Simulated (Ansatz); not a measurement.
## Ba3TaGa3Si2O14 — ¹³⁵Ba nuclear quadrupole resonance

Cell: a structure deposited in the COD, ions relaxed with PBE at fixed cell.

Space group P321 (No. 150); a = 8.5150, c = 5.1920 Å, γ = 120.00°.

```csv
site,Wyckoff,site symmetry,x,y,z
Ba,3e,.2.,0.4320,0.0000,0.0000
Ta,1a,32.,0.0000,0.0000,0.0000
Ga,3f,.2.,0.7456,0.0000,0.5000
Si,2d,3..,0.3333,0.6667,0.4779
O10,2d,3..,0.3333,0.6667,0.7867
O12,6g,1,0.4736,0.2980,0.6516
O18,6g,1,0.2186,0.1037,0.2261
```

One atom of each set is listed.

Method: Kohn–Sham DFT in Ansatz, PBE, plane waves and PAW, scalar-relativistic, 420 eV cutoff, Γ-centred 4×4×5 k-points, Fermi–Dirac smearing 0.02 eV.

¹³⁵Ba: I = 3/2, Q = 153.0 mb (year-2017 value). Static lattice, zero field.

Q: At which frequencies do the ¹³⁵Ba NQR lines lie?

A: For I = 3/2 there is one line, ν = (|C_Q|/2)(1 + η²/3)^½.

```tsv
site	atoms	V_zz (10²¹ V/m²)	C_Q (MHz)	η	line frequencies (MHz)
Ba	3	6.57	24.3	0.97	13.9
```

Q: And for ¹³⁷Ba (I = 3/2, Q = 236.0 mb) on Ba?

A: C_Q scales with Q to 37.5 MHz, with lines at 21.5 MHz.

Without spin–orbit coupling (the program notes it for Ba) the gradients are little affected as a rule: paired runs on crystals with a gap mostly move them by under 2 % at such atoms.
